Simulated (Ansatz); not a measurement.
How K (Fm-3m) stiffens under pressure

```
CELL_PARAMETERS angstrom
0.00000 3.29095 3.29095
3.29095 0.00000 3.29095
3.29095 3.29095 0.00000
ATOMIC_POSITIONS crystal
K 0.00000 0.00000 0.00000
```

This is the zero-pressure cell. At each pressure cell and atoms are relaxed in this structure, and the constants are slopes of the stress at strains of ±0.005 with relaxed ions (the coefficients that govern stability under load). Level: PBEsol, PAW on Ansatz 0.2.0's default frozen-core files (fitted under PBE), scalar-relativistic; k mesh 18×18×18, strains of ±0.005, Fermi-Dirac smearing of 0.100 eV, cutoff 420 eV. P is the pressure of the relaxed cell, less that of this one.

| P (GPa) | V/V₀ | C11 (GPa) | C12 (GPa) | C44 (GPa) |
| --- | --- | --- | --- | --- |
| 0.00 | 1.0000 | 4.2 | 3.4 | 2.7 |
| 1.01 | 0.8244 | 7.7 | 6.8 | 4.0 |
| 1.97 | 0.7369 | 10.7 | 9.8 | 4.8 |
| 4.00 | 0.6292 | 16.6 | 15.5 | 6.1 |
| 7.00 | 0.5394 | 24.2 | 22.8 | 7.4 |
| 9.99 | ? | ? | ? | ? |
| 15.00 | 0.4121 | 39.3 | 34.6 | 8.1 |

Question: Does the bulk modulus from the constants agree with the pressure-volume curve?

Answer: A third-order Birch-Murnaghan fit to the volumes shown (F against f, f = [(V₀/V)^(2/3) − 1]/2) gives B₀ = 3.8 GPa and B′ = 3.6. Its −V dP/dV stands beside (C11 + 2C12)/3:

| P (GPa) | from P(V) | from the constants |
| --- | --- | --- |
| 0.00 | 3.8 | 3.7 |
| 1.01 | 7.1 | 7.1 |
| 1.97 | 10.0 | 10.1 |
| 4.00 | 15.3 | 15.9 |
| 7.00 | 22.6 | 23.3 |
| 15.00 | 41.3 | 36.2 |

Question: What are the pressure derivatives at zero pressure?

Answer: Slopes at V₀ of quadratic fits in −ln(V/V₀) through the first four rows shown, divided by B₀: dC11/dP = 3.1, dC12/dP = 3.0, dC44/dP = 1.5. The mean slopes up to 2.0 GPa are 3.3, 3.2, 1.0; curvature and scatter of the constants part the two. The combination (dC11/dP + 2 dC12/dP)/3 = 3.1 stands against B′.

Question: Fill the row at 9.99 GPa.

Answer: Cubic fits in −ln(V/V₀) through all rows shown give C11 = 30.5, C12 = 28.1, C44 = 7.9 GPa. Computed: V/V₀ = 0.4811, C11 (GPa) = 30.2, C12 (GPa) = 28.2, C44 (GPa) = 8.1.

Question: Does a shear stiffness soften?

Answer: C44 goes from 2.7 to 8.1 GPa; (C11 − C12)/2 goes from 0.4 to 2.3 GPa. Neither ends more than 3 % under its start, and the lattice stays mechanically stable over this range.

Keep in mind: the structure is a database entry and needn't be the stable phase; no other phase was computed; many crystals of this kind change structure within this range, and rows or crossings beyond such a change describe a metastable lattice; frozen-core PAW files fitted under PBE, their cores solved anew for the functional of the run; responses of metals move with mesh and smearing; phonons weren't checked at these pressures.
